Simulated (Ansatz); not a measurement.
# BaH4: changing the functional

```yaml
crystal:
  lattice:
    - [2.29082, 1.32260, 3.53625]
    - [-2.29082, 1.32260, 3.53625]
    - [0.00000, -2.64521, 3.53625]
  atoms:
    - { symbol: Ba, position: [0.00000, 0.00000, 0.00000] }
    - { symbol: H, position: [0.74087, 0.74087, 0.74087] }
    - { symbol: H, position: [0.25913, 0.25913, 0.25913] }
    - { symbol: H, position: [0.46369, 0.46369, 0.46369] }
    - { symbol: H, position: [0.53631, 0.53631, 0.53631] }
```

The cell comes from a database or a generator and needn't be the stable form of this composition.

Kept alike: task band structure; k mesh 5 × 5 × 5; occupations fermi-dirac, width 0.05 eV; no spin polarisation. Program: Ansatz, Ansatz PAW, cutoff 420 eV. The mesh is that of the run's cell of 5 atoms. No spin-orbit coupling.

| functional | pressure (GPa) |
| --- | --- |
| LDA | -2.72 |
| PBE | 0.00 |
| PBEsol | -1.60 |
| RPBE | 1.52 |
| revPBE | 1.12 |

Pressure is positive in compression, with a Pulay correction for the finite cutoff. All rows use potentials made for PBE.

The pressure runs from -2.72 (LDA) to 1.52 GPa (RPBE). From PBE: LDA -2.72; PBEsol -1.60; RPBE +1.52; revPBE +1.12.
